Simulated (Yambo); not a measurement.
Yambo run on Rb2LiRhF6 (space group Fm-3m, No. 225). The wavefunctions are norm-conserving PBEsol (Quantum ESPRESSO, 88 Ry, no spin-orbit coupling) ones on a 2×2×2 mesh (40 occupied bands); a = b = c = 5.9344 Å, α = β = γ = 60.00°.

Yambo input:

```
rim_cut
gw0
dyson
el_el_corr
HF_and_locXC
ppa
em1d
RandQpts= 1000000
RandGvec= 1 Ry
EXXRLvcs= 88 Ry
VXCRLvcs= 352 Ry
Chimod= "HARTREE"
% BndsRnXp
 6 | 225 |
%
NGsBlkXp= 2 Ry
% LongDrXp
 1.0 | 1.0 | 1.0 |
%
PPAPntXp= 27.2114 eV
% GbndRnge
 1 | 225 |
%
GTermKind= "BG"
DysSolver= "n"
ExtendOut
% QPkrange
 3 | 3 | 40 | 41 |
%
```

k points by index: 3 = X.

Table of the .qp output:

```
#    K-point    Band    Eo [eV]    E [eV]    E-Eo [eV]    Vxc [eV]    Vnlxc [eV]    Sc|Eo [eV]    Sc|E [eV]    dSc/dw|Eo [eV]    Re(Z)    Im(Z)
#
    3    40    0.000000    -1.744739    -1.744739    -23.23741    -29.70831    4.338071    4.726165    -6.052151    0.818052    -0.001468
    3    41    1.621930    3.867376    2.245446    -22.64474    -16.73601    -3.192665    -3.663286    -5.702845    0.826734    -0.001379
```
(The two width columns are left out.) Convergence of these settings isn't established.

Geometry of the Materials Project entry, not relaxed at this level.

The structure is a Materials Project entry; no match was found in the copy of COD used, and its stability was not checked.
